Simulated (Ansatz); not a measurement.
Given:

Nb$_{2}$SiB$_{2}$:
```cif
data_B2Nb2Si
_chemical_formula_sum 'Nb2 Si1 B2'
_space_group_name_H-M_alt 'P-6m2'
_space_group_IT_number 187
_space_group_name_Hall 'P -6 2'
_cell_length_a 3.15930
_cell_length_b 3.15930
_cell_length_c 6.97155
_cell_angle_alpha 90.000
_cell_angle_beta 90.000
_cell_angle_gamma 120.000
loop_
_atom_site_label
_atom_site_type_symbol
_atom_site_symmetry_multiplicity
_atom_site_Wyckoff_symbol
_atom_site_fract_x
_atom_site_fract_y
_atom_site_fract_z
_atom_site_occupancy
Nb1 Nb 2 h 0.33333 0.66667 0.27282 1
Si1 Si 1 a 0.00000 0.00000 0.00000 1
B1 B 1 b 0.00000 0.00000 0.50000 1
B2 B 1 f 0.66667 0.33333 0.50000 1
```

This is the r²SCAN-relaxed structure.

### Question
All from plane-wave PAW r²SCAN (Ansatz code), unless another level is named. Predict the electronic character.

### Answer
metallic (no gap).

### Question
And the density of states at the Fermi level?

### Answer
0.31 states/eV per atom (mean over ±0.08 eV).

### Question
Predict the formation energy from the elements (no fitted shifts).

### Answer
-687 meV/atom.

### Question
What about the gap with spin–orbit coupling?

### Answer
none (metallic).

The start of the workflow was typed in or built on a structure type; neither database checked (COD, Materials Project) lists it. Its standing as an ambient phase is unchecked. Symmetry was held in the r²SCAN relaxation; its stability against distortions is not shown here. No spin polarisation was allowed. The references are the lowest solids computed at this level, not always the standard phases. Scalar-relativistic: spin–orbit coupling is off unless named, which matters more the heavier the elements.

Potentials: the earlier of the program's two PAW sets. The files were generated under PBE; for other functionals the program regenerates the frozen cores, and for LDA and PBEsol the local potential too.
